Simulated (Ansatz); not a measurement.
## Equation of state of niobium, simple cubic

These are results of DFT, r2SCAN, plane waves (500 eV) with PAW, scalar-relativistic in Ansatz, not measurements. (PAW data from PBE, frozen cores regenerated.)

The cell is scaled uniformly from the relaxed one, with fractional coordinates and shape fixed. Energies are extrapolated to zero smearing, pressures are those at the given smearing. Magnetic state: spin not included.

| V (Å³/atom) | E − E₀ (meV/atom) | P (GPa) |
| --- | --- | --- |
| 17.504 | 137.6 | 21.61 |
| 18.300 | 53.6 | 12.65 |
| 19.095 | 10.4 | 5.36 |
| 19.891 | 0.3 | -0.56 |
| 20.687 | 17.2 | -5.37 |
| 21.482 | 56.0 | -9.29 |
| 22.278 | 112.4 | -12.47 |

(1) Fit a third-order Birch-Murnaghan equation.

Answers

(1) V₀ = 19.76 Å³/atom, B₀ = 139 GPa, B₀′ = 4.1.
